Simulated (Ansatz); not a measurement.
## Property card for WI$_{6}$

All numbers below come from DFT PBE, scalar-relativistic, plane waves, PAW (Ansatz).

Plane waves to 420 eV, a k mesh through Γ of 6×6×6 on the computed 7-atom cell and Gaussian smearing (0.01 eV); no spin polarisation.

The structure is relaxed at this level of theory with its symmetry kept, and needn't be the ground state of this composition.

Space group Fm-3m (No. 225), cubic, a = 11.569 Å. W is surrounded by 6 I at 2.71 Å; I has 1 W at 2.71 Å.

* Volume per atom: 55.30 Å³
* Formation energy from the elements' standard states (uncorrected): -0.012 eV/atom
* Kohn–Sham band gap: 0.18 eV, indirect from Γ to X (the valley at X lies within 0.03 eV, so the order isn't resolved)
* Orbital (Löwdin) character of the top 1 eV of the valence band: I 5p 98 %
* Orbital (Löwdin) character of the lowest 1 eV of the conduction band: W 5d 56 %, I 5p 43 %
* Electron masses at the edge by direction of the standard setting (m_e; one valley, along these axes only; no spin-orbit coupling): x: over 30; y: 0.49; z: 0.49
* Hole masses at the edge by direction of the standard setting (m_e; one valley, along these axes only; no spin-orbit coupling): x: over 30, 0.74, 0.74; y: over 30, 0.74, 0.74; z: over 30, 0.74, 0.74
* Bader charge by site (e): W (1 in the cell) 1.43, I (6 in the cell) -0.24

Spin-orbit coupling is left out, which matters for the bands of heavy elements. The cell holds layers, chains or molecules and no dispersion correction was added, so their binding is poorly described.

The cell was found from a structure generator's guess, not taken from experiment. Kohn–Sham gaps at this level usually fall short of measured ones. Löwdin shares on free-atom orbitals overweight diffuse shells in the empty bands.
